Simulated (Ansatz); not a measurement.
NaF:
```
NaF
1.0
    0.00000     2.54526     2.54526
    2.54526     0.00000     2.54526
    2.54526     2.54526     0.00000
Na F
1 1
Cartesian
  0.00000   0.00000   0.00000
  1.27263   1.27263   1.27263
```

Relaxed with PBEsol. Special points in fractions of this cell's reciprocal vectors: Γ (0.000, 0.000, 0.000); X (0.500, 0.000, 0.500); U (0.625, 0.250, 0.625); K (0.375, 0.375, 0.750); L (0.500, 0.500, 0.500); W (0.500, 0.250, 0.750).

Problem. List the band energies nearest the valence-band maximum at these points for plane-wave PAW PBEsol (Ansatz code).

Solution. In eV from the valence-band maximum; about four levels below and three above (degenerate sets whole), none deeper than 8.9 eV; … stands for higher levels left out; points with the same levels are listed once.

```csv
k,below,above
Γ,0.00 0.00 0.00,5.53 …
X,-0.77 -0.16 -0.16,9.85 …
U,-0.60 -0.39 -0.12,10.32 …
L,-0.84 -0.04 -0.04,9.82 …
W,-0.48 -0.45 -0.20,10.49 …
```

Space group F-43m (zinc blende). The start of the workflow was typed in or built on a structure type; neither database checked (COD, Materials Project) lists it. It is not the phase usual at ambient conditions (space group No. 225). The cell was relaxed with PBEsol under the symmetry of its start; phonons on a q-mesh show no instability.

Potentials: the later of the program's two PAW sets.
